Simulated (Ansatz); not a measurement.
A geometry of HfO2 away from equilibrium: step 7 of the relaxation of a generated cell, HfO2 built in the AFLOW prototype AB2_cF48_227_c_e (as in Ti2C). Calculation: PBE (plane waves to 420 eV, PAW, scalar-relativistic; Ansatz, a program for electronic structure). Γ-centred k-mesh 4×4×4 on the run's cell (coarser than for final values), Fermi–Dirac smearing 0.05 eV.

```xyz
12
Lattice="0.0000 4.5012 4.5012 4.5012 0.0000 4.5012 4.5012 4.5012 0.0000" Properties=species:S:1:pos:R:3:forces:R:3 pbc="T T T" free_energy=-67446.718 pressure_GPa=4.2
Hf     5.6265     5.6265     5.6265    0.0000    0.0000    0.0000
Hf     5.6265     3.3759     3.3759    0.0000    0.0000    0.0000
Hf     3.3759     5.6265     3.3759    0.0000    0.0000    0.0000
Hf     3.3759     3.3759     5.6265    0.0000    0.0000    0.0000
O      7.7160     7.7160     7.7160    0.0158    0.0158    0.0158
O      7.7160     5.7877     5.7877    0.0158   -0.0158   -0.0158
O      5.7877     7.7160     5.7877   -0.0158    0.0158   -0.0158
O      5.7877     5.7877     7.7160   -0.0158   -0.0158    0.0158
O      3.5371     3.5371     3.5371   -0.0158   -0.0158   -0.0158
O      3.5371     5.4654     5.4654   -0.0158    0.0158    0.0158
O      5.4654     3.5371     5.4654    0.0158   -0.0158    0.0158
O      5.4654     5.4654     3.5371    0.0158    0.0158   -0.0158
```

Positions in Å, forces in eV/Å, free energy of the cell in eV (comparable only within this code, potentials and settings). Largest force: 0.03 eV/Å, on O5, O6, O7, O8, O9, O10, O11, O12 (atoms numbered as listed); the geometry lies 0.01 eV/atom above the end of its relaxation.

No spin polarisation in the result.

The run could not lose the symmetry of its start: the end is stationary, and may be a saddle point rather than a minimum.

The end of the path is a generated cell of HfO2: the first start was made by placing the elements on the sites of a structure type, and the end was not matched to a known phase here, so it may be hypothetical. Known forms of HfO2 include space group No. 14, 29, 137, 225.
